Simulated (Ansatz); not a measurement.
Relaxation of a relaxed TiC cell squeezed uniformly to 88 % of its volume; 2 atoms in the cell, which starts as Fm-3m (No. 225), cF8; a = b = c = 4.1519 Å, α = β = γ = 90.00°. All values below come from PBE (plane waves to 420 eV, PAW, scalar-relativistic; Ansatz, a first-principles code). Γ-centred k-mesh 10×10×10 on the run's cell (coarser than for final values), Fermi–Dirac smearing 0.05 eV. This is the first round of the run. 

The optimiser's lines from the output (shortened; P is positive under compression):

```
relax step   1: F+E_penalty+E_count = -2751.99150171 eV  Δ(F+E_penalty+E_count) = +0.000e0 eV  max|allowed force component| = 3.363e-29 eV/Å  Δτ_max = 0.0000 Å  P = +41.331 GPa  Ω = 17.893 Å³  (7 SCF iters, dr2 threshold 1.00e-7 eV, accepted)
relax step   2: F+E_penalty+E_count = -2752.25105560 eV  Δ(F+E_penalty+E_count) = -2.596e-1 eV  max|allowed force component| = 1.834e-29 eV/Å  Δτ_max = 0.0000 Å  P = +9.233 GPa  Ω = 19.634 Å³  (6 SCF iters, dr2 threshold 2.00e-7 eV, accepted)
relax step   3: F+E_penalty+E_count = -2752.26872978 eV  Δ(F+E_penalty+E_count) = -1.767e-2 eV  max|allowed force component| = 2.146e-29 eV/Å  Δτ_max = 0.0000 Å  P = +1.437 GPa  Ω = 20.199 Å³  (6 SCF iters, dr2 threshold 2.00e-7 eV, accepted)
relax step   4: F+E_penalty+E_count = -2752.26907145 eV  Δ(F+E_penalty+E_count) = -3.417e-4 eV  max|allowed force component| = 7.823e-29 eV/Å  Δτ_max = 0.0000 Å  P = -0.012 GPa  Ω = 20.313 Å³  (6 SCF iters, dr2 threshold 2.00e-7 eV, accepted)
relax step   5: F+E_penalty+E_count = -2752.27467591 eV  Δ(F+E_penalty+E_count) = -5.604e-3 eV  max|allowed force component| = 1.052e-28 eV/Å  Δτ_max = 0.0000 Å  P = +0.261 GPa  Ω = 20.313 Å³  stress off target by 2.61e-1 GPa  SCF on the basis re-selected at this cell (its energy is not comparable with the rows above)  (6 SCF iters)
relax step   6: F+E_penalty+E_count = -2752.27466255 eV  Δ(F+E_penalty+E_count) = +1.336e-5 eV  max|allowed force component| = 9.154e-30 eV/Å  Δτ_max = 0.0000 Å  P = +0.005 GPa  Ω = 20.334 Å³  (6 SCF iters, dr2 threshold 1.70e-7 eV, accepted)
relax step   7: F+E_penalty+E_count = -2752.27470318 eV  Δ(F+E_penalty+E_count) = -4.063e-5 eV  max|allowed force component| = 1.039e-29 eV/Å  Δτ_max = 0.0000 Å  P = +0.005 GPa  Ω = 20.334 Å³  stress off target by 5.36e-3 GPa  SCF on the basis re-selected at this cell (its energy is not comparable with the rows above)  (7 SCF iters)
```

From the first to the last row the energy changes by -0.14 eV/atom and the volume by +13.6 %. The last row is marked as not comparable with the walk above it, whose basis was carried along; it does compare with step 1, since both stand on a basis selected at the nominal cutoff for their own cell.

Later rounds, restarted from the end of this one on a renewed k-mesh, logged 4 more steps and released under 0.01 eV/atom more. The final structure after all rounds: Fm-3m (No. 225), cF8, rock salt type; a = b = c = 4.333 Å, α = β = γ = 90.00°. Between re-selections the logged energies stand on a plane-wave basis carried along with the cell. No spin polarisation in the result.

The run could not lose the symmetry of its start.

All atoms sit on sites fixed by symmetry, so only the cell could relax.
